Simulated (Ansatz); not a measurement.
NaH (rock salt)

```yaml
crystal:
  lattice:
    - [0.00000, 2.39576, 2.39576]
    - [2.39576, 0.00000, 2.39576]
    - [2.39576, 2.39576, 0.00000]
  atoms:
    - { symbol: Na, position: [0.00000, 0.00000, 0.00000] }
    - { symbol: H, position: [0.50000, 0.50000, 0.50000] }
```

This relaxed cell (volume V₀) is scaled evenly in all directions, its shape held. Symmetry pins the atoms to their sites.

These are PBEsol (plane waves to 420 eV, PAW, scalar-relativistic; Ansatz, a quantum-chemistry and plane-wave program) values and carry that method's errors. k mesh 12×12×12 (Γ-centred), Fermi-Dirac smearing 0.05 eV. The energy includes the smearing's −TS. Stress and pressure are positive under compression. NaH was relaxed with its symmetry unable to fall. ΔE is measured from the relaxed starting cell.

| V (Å³/atom) | ΔE (meV/atom) |
|---|---|
| 12.376 | 12.2 |
| 12.651 | 7.5 |
| 12.926 | 4.1 |
| 13.201 | 1.8 |
| 13.476 | 0.4 |
| 13.751 | 0.0 |
| 14.026 | 0.4 |
| 14.301 | 1.5 |
| 14.576 | 3.4 |
| 14.851 | 5.8 |
| 15.126 | withheld |

Fit a third-order Birch-Murnaghan form (E₀, V₀, B₀, B₀′ free) to the given rows and predict ΔE at V = 15.126.

Least squares on the 10 given rows: ΔE = E₀ + (9V₀B₀/16)·y²·[2 + (B₀′ − 4)y], y = (V₀/V)^(2/3) − 1, with V₀ = 13.752 Å³/atom, B₀ = 23.99 GPa (160.2 GPa = 1 eV/Å³; the term in eV is multiplied by 1000), B₀′ = 3.79, E₀ = 0.00 meV/atom; root-mean-square residual 0.03 meV/atom. At 15.126 the fit gives 8.8 meV/atom; the calculation gives 8.8 meV/atom, the same to the digits shown. For the pressure the fit gives -1.91 GPa against the computed -1.91 GPa.

(A scan under strain: stresses follow from slopes of the energy per volume, elastic moduli from its curvatures.)
